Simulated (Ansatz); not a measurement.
Input file for Ansatz (a program for electronic structure):

Ansatz 0.2 input:
```yaml
crystal:
  lattice:
    - [3.9810923061, 0.0, 0.0]
    - [-1.9905461531, 3.4477270719, 0.0]
    - [0.0, 0.0, 8.9670791505]
  atoms:
    - { symbol: Cu, position: [0.220063786, 0.0, 0.3333333333] }
    - { symbol: Cu, position: [0.0, 0.220063786, 0.6666666667] }
    - { symbol: Cu, position: [0.779936214, 0.779936214, 0.0] }
    - { symbol: Cl, position: [0.5628305525, 0.0, 0.8333333333] }
    - { symbol: Cl, position: [0.0, 0.5628305525, 0.1666666667] }
    - { symbol: Cl, position: [0.4371694475, 0.4371694475, 0.5] }
kpoints:
  mp_grid: { grid: [8, 8, 3] }
hamiltonian:
  xc: pbesol
  pseudopotentials: { kind: paw }
scf:
  occupations: { method: fixed }
dielectric: {}
```

Output (shortened):

```
Pseudopotential: Cu, paw, valence charge 19
Pseudopotential: Cl, paw, valence charge 7
Functional definition: PBEsol
Crystal: 6 atoms, lattice volume = 123.080 Å³
Basis set: ecut = 420 eV, 2405 PW (Γ), exchange–correlation on 54×54×120 points (8 copies of the dense FFT grid, shifted against one another)
Bands: 47, of which v1, the nominal top of the filled ones, is band 39 counted from 1 (38 counted from 0)
Symmetry: 6 space group operations
k-points: 98 of 192 (irreducible under 1 space group operation, time reversal used)
SCF iter   1: F=—  HF=-22950.447744 eV  |F-HF|=—  |Δ(HF+E_count)|=         —  Δρ=9.61e-3  dr2=6.84e-2  ethr=1.77e-3  ⟨swp⟩=5.0  Hψ=15747  notcnv=0  defer=538
preconditioner: auto → Resta (q_TF=auto, 2.529 Å⁻¹)
SCF iter   2: F=—  HF=-22950.441945 eV  |F-HF|=—  |Δ(HF+E_count)|=   5.80e-3  Δρ=6.73e-3  dr2=3.38e-2  ethr=8.77e-5  ⟨swp⟩=2.0  Hψ=9119  notcnv=0  defer=584
SCF iter   3: F=—  HF=-22950.431653 eV  |F-HF|=—  |Δ(HF+E_count)|=   1.03e-2  Δρ=2.09e-3  dr2=4.59e-3  ethr=4.33e-5  ⟨swp⟩=2.8  Hψ=8029  notcnv=0  defer=587
SCF iter   4: F=—  HF=-22950.430637 eV  |F-HF|=—  |Δ(HF+E_count)|=   1.02e-3  Δρ=3.79e-4  dr2=1.98e-4  ethr=5.88e-6  ⟨swp⟩=2.0  Hψ=7002  notcnv=0  defer=587
SCF iter   5: F=—  HF=-22950.430719 eV  |F-HF|=—  |Δ(HF+E_count)|=   8.19e-5  Δρ=1.54e-4  dr2=2.64e-5  ethr=2.54e-7  ⟨swp⟩=2.0  Hψ=5875  notcnv=0  defer=285
SCF iter   6: F=—  HF=-22950.430728 eV  |F-HF|=—  |Δ(HF+E_count)|=   8.25e-6  Δρ=5.22e-5  dr2=2.32e-6  ethr=3.39e-8  ⟨swp⟩=2.0  Hψ=6562  notcnv=0  defer=223
SCF iter   7: F=—  HF=-22950.430733 eV  |F-HF|=—  |Δ(HF+E_count)|=   4.98e-6  Δρ=2.87e-5  dr2=7.21e-7  ethr=2.98e-9  ⟨swp⟩=2.0  Hψ=6663  notcnv=0  defer=222
SCF iter   8: F=—  HF=-22950.430733 eV  |F-HF|=—  |Δ(HF+E_count)|=   2.37e-7  Δρ=3.30e-6  dr2=1.65e-8  ethr=9.25e-10  ⟨swp⟩=2.0  Hψ=6327  notcnv=0  defer=222
SCF iter  11: F=-22950.430733 eV  HF=-22950.430733 eV  |F-HF|=1.09e-11  |Δ(HF+E_count)|=  1.09e-10  Δρ=7.33e-8  dr2=9.53e-12  ethr=1.00e-12  ⟨swp⟩=8.2  Hψ=14642  notcnv=0
SCF 1 converged in 11 iterations: F = -22950.430733 eV  dr2 = 9.53e-12
NSCF: frozen V_eff on 6 k-points
DFPT response loops at Γ: preconditioner auto → Resta (q_TF=auto, 2.529 Å⁻¹)  ε∞=5.3 (no band partly filled) …
── the response to a field inside a basis, on 8×8×4 k-points: an SCF that follows is theirs, and a resumed run solves both again ──
Crystal: 6 atoms, lattice volume = 123.080 Å³
Bands: 40, of which v1, the nominal top of the filled ones, is band 39 counted from 1 (38 counted from 0)
k-points: 72 of 256 (irreducible under 2 space group operations, time reversal used)
SCF iter   1: F=—  HF=-22950.356572 eV  |F-HF|=—  |Δ(HF+E_count)|=         —  Δρ=3.52e-4  dr2=2.99e-5  ethr=1.00e-1
preconditioner: auto → Resta (q_TF=auto, 2.529 Å⁻¹)
SCF iter   2: F=—  HF=-22950.356599 eV  |F-HF|=—  |Δ(HF+E_count)|=   2.72e-5  Δρ=2.56e-4  dr2=3.44e-5  ethr=3.83e-8
SCF iter   3: F=—  HF=-22950.356609 eV  |F-HF|=—  |Δ(HF+E_count)|=   9.92e-6  Δρ=1.40e-4  dr2=8.65e-6  ethr=3.83e-8
SCF iter   4: F=—  HF=-22950.356607 eV  |F-HF|=—  |Δ(HF+E_count)|=   2.00e-6  Δρ=1.55e-5  dr2=2.12e-7  ethr=1.11e-8
SCF iter   5: F=—  HF=-22950.356607 eV  |F-HF|=—  |Δ(HF+E_count)|=   2.61e-7  Δρ=1.30e-5  dr2=1.42e-7  ethr=2.72e-10
SCF iter   6: F=-22950.356607 eV  HF=-22950.356607 eV  |F-HF|=4.26e-9  |Δ(HF+E_count)|=   4.92e-9  Δρ=2.57e-6  dr2=4.31e-9  ethr=1.82e-10
SCF 1 converged in 6 iterations: F = -22950.356607 eV  dr2 = 4.31e-9
DFPT response loops at Γ: preconditioner auto → Resta (q_TF=auto, 2.529 Å⁻¹)  ε∞=5.2 (no band partly filled) …
SCF converged after 11 iterations
Free energy (F): -22950.430733 eV
Harris-Foulkes:  -22950.430733 eV  (|F-HF|=1.09e-11)
Internal energy: -22950.430733 eV  (E = F + TS)
E sigma→0 (E₀):  -22950.430733 eV
Fermi energy:    6.109750 eV
--- Per-component energies (eV) ---
  E_band       = -1617.584406
  E_kinetic    = 1384.234027
  E_local      = -17750.569893  (includes V_loc(G=0)·N_el)
  E_nonlocal   = 1302.925503
  E_hartree    = 7774.850323
  E_xc         = -576.562191
  E_vxc        = -699.173034  (∫ρ·V_xc dr)
  E_paw        = -6839.493957  (= ΣΔE_a)
  E_vpaw       = -1404.702855  (= ΣTr[D̂ρ^β])
  E_aug_tail   = 0.001102  (compensation charges beyond the density's cutoff)
  E_ewald      = -8246.669549
  E_core_change = 0.853903  (= ΣΔE_core)
  E_smearing   =  0.000000  (= −TS)
  E_closure    = 0.000000  (closes the sum)
  Σ components = -22950.430733   (vs F -22950.430733, Δ=0.00e0)
  [band-id]    e_kinetic+e_local+e_nonlocal+2·e_hartree+e_vxc+e_vpaw+e_augmentation_tail = -1617.584505   (vs E_band -1617.584406, Δ=-9.84e-5)
--- Band table (eV; the first three rows and the last of 98) ---
  k-point 0: bands = ["-104.4621", "-104.4621", "-104.4621", "-62.1897", "-62.1897", "-62.1884", "-61.9640", "-61.9638", "-61.9638", "-61.9403", "-61.9403", "-61.9400", "-10.1439", "-9.6318", "-9.6318", "0.1459", "0.1459", "1.6138", "1.8925", "1.8925", …
  k-point 1: bands = ["-104.4621", "-104.4621", "-104.4621", "-62.1900", "-62.1891", "-62.1886", "-61.9639", "-61.9639", "-61.9637", "-61.9404", "-61.9402", "-61.9401", "-10.0703", "-9.8742", "-9.4601", "-0.3841", "0.9934", "1.5056", "1.7644", "2.0458", …
  k-point 2: bands = ["-104.4621", "-104.4621", "-104.4621", "-62.1897", "-62.1897", "-62.1884", "-61.9640", "-61.9638", "-61.9638", "-61.9403", "-61.9403", "-61.9400", "-10.0953", "-9.6166", "-9.6126", "0.1503", "0.1739", "1.5054", "1.8249", "1.8809", …
  k-point 97: bands = ["-104.4621", "-104.4621", "-104.4620", "-62.1901", "-62.1892", "-62.1887", "-61.9640", "-61.9639", "-61.9638", "-61.9404", "-61.9402", "-61.9401", "-9.7155", "-9.5920", "-9.5137", "0.1018", "0.1490", "0.8880", "1.2225", "1.5675", …
--- Dielectric response (ions clamped): 3 representative field directions + reference, inside a basis on a mesh of 256 k-points (Σ response iterations 18) ---
  ε∞ (high-frequency dielectric tensor):
        4.346647     0.000000     0.000000
        0.000000     4.346647     0.000000
        0.000000     0.000000     4.763582
  Born effective charges Z* (e; rows j = field, columns β = displacement):
    site 0:
         0.68058    0.00000    0.00000
         0.00000    0.83370   -0.16224
         0.00000   -0.09029    0.77265
    site 1:
         0.79542    0.06631    0.14050
         0.06631    0.71886    0.08112
         0.07820    0.04515    0.77265
    site 2:
         0.79542   -0.06631   -0.14050
        -0.06631    0.71886    0.08112
        -0.07820    0.04515    0.77265
    site 3:
        -0.69039    0.00000    0.00000
         0.00000   -0.82389   -0.10944
         0.00000   -0.10373   -0.77265
    site 4:
        -0.79052   -0.05781    0.09478
        -0.05781   -0.72377    0.05472
         0.08983    0.05186   -0.77265
    site 5:
        -0.79052    0.05781   -0.09478
         0.05781   -0.72377    0.05472
        -0.08983    0.05186   -0.77265
  Z* charge neutrality: 4.143e-3 e pre-enforcement
  solved inside a basis spanned on kpoints, on 8×8×4 k-points, its susceptibility summed on 12×12×4: ε∞ is read to err by 1.3e-2, Z* by 2.1e-2 e (field_mesh …
```

Cost: about 6 core-minutes (a rough figure) on shared cores.

Space group P3_121. The start of the workflow was typed in or built on a structure type; neither database checked (COD, Materials Project) lists it. It is not the phase usual at ambient conditions (space group No. 216). Symmetry was held in the PBEsol relaxation; of distortions, only those at the zone centre were tested, and some modes there are weakly imaginary. The run is not spin-polarised.

Potentials: the later of the program's two PAW sets.

Ansatz is a plane-wave DFT program.
